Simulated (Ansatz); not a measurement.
A geometry of CeO2 away from equilibrium: the start of the relaxation of a generated cell, CeO2 built in the AFLOW prototype AB2_hP9_162_ad_k (as in V2N). The numbers are results of r2SCAN (plane waves to 500 eV, PAW, scalar-relativistic; Ansatz, a quantum-chemistry and plane-wave program), not measurements. Γ-centred k-mesh 5×5×5 on the run's cell (coarser than for final values), Fermi–Dirac smearing 0.05 eV.

```xyz
9
Lattice="5.6413 0.0000 0.0000 -2.8207 4.8855 0.0000 0.0000 0.0000 5.2409" Properties=species:S:1:pos:R:3 pbc="T T T"
O      0.9167     1.5878     1.4255
O      3.8079     0.0000     1.4255
O     -1.9039     3.2977     1.4255
O     -0.9167     1.5878     3.8154
O      1.9039     3.2977     3.8154
O      1.8334     0.0000     3.8154
Ce     0.0000     0.0000     0.0000
Ce     2.8207     1.6285     2.6205
Ce     0.0000     3.2570     2.6205
```
Spin-polarised start, with parallel moments on Ce.

Which atoms carry the largest force, and which way does it point?

0.28 eV/Å, on O1, O2, O3, O4, O5, O6 (atoms numbered as listed); on O5 its components are (0.01, 0.02, 0.28).

What is the pressure?

+0.9 GPa, compression positive.

How far above the relaxed end point is this geometry?

0.07 eV/atom; the path ends in P-31m (No. 162) (AFLOW prototype AB2_hP9_162_ad_k (as in V2N)).

No spin polarisation in the result: the starting moments vanished. No Hubbard U is applied. The f-shell occupation is the one the SCF fell into and was not checked against other states.

The run could not lower the symmetry of its start; a shaken copy of this end point relaxes with r2SCAN to P321 (No. 150), 0.121 eV/atom lower.

The end of the path is a generated cell of CeO2: the first start was made by placing the elements on the sites of a structure type, and the end was not matched to a known phase here, so it may be hypothetical. Known forms of CeO2 include space group No. 225.
